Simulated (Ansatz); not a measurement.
SnS₂:
```
CELL_PARAMETERS angstrom
      0.00000     5.17911     5.17911
      5.17911     0.00000     5.17911
      5.17911     5.17911     0.00000
ATOMIC_POSITIONS crystal
  Sn 0.12500 0.62500 0.62500
  Sn 0.62500 0.62500 0.12500
  Sn 0.62500 0.12500 0.62500
  Sn 0.62500 0.62500 0.62500
  S  0.87005 0.37665 0.37665
  S  0.87335 0.87335 0.37995
  S  0.37665 0.87005 0.37665
  S  0.87335 0.87335 0.87335
  S  0.37665 0.37665 0.37665
  S  0.87335 0.37995 0.87335
  S  0.37665 0.37665 0.87005
  S  0.37995 0.87335 0.87335
```

x, y and z are the axes in which the lattice vectors are written.

Problem. Give the high-frequency dielectric tensor and the Born effective charge tensors of the independent atoms from DFPT, DFT-PBEsol in the program Ansatz with PAW potentials.

Solution. 
ε∞:
```
7.33  0.00  0.00
0.00  7.33  0.00
0.00  0.00  7.33
```
Z* of atom 1 (Sn), rows: field, columns: displacement, in e:
```
 3.74  -1.15  -1.15
-1.15   3.74   1.15
-1.15   1.15   3.74
```
Z* of atom 5 (S), rows: field, columns: displacement, in e:
```
-1.87  -0.34  -0.34
-0.34  -1.87   0.34
-0.34   0.34  -1.87
```

Static charges for comparison (Bader): Sn1 +1.52, S5 -0.76 e. Born charges measure polarisation by displacement and can exceed these by far.

Space group Fd-3m. The first step of the workflow began from a Materials Project structure, measured or hypothetical; the Crystallography Open Database copy checked does not list it. It is not the phase usual at ambient conditions (space group No. 164). Symmetry was held in the PBEsol relaxation; its stability against distortions is not shown here. Scalar-relativistic: spin–orbit coupling is off unless named, which matters more the heavier the elements.

Potentials: the later of the program's two PAW sets.
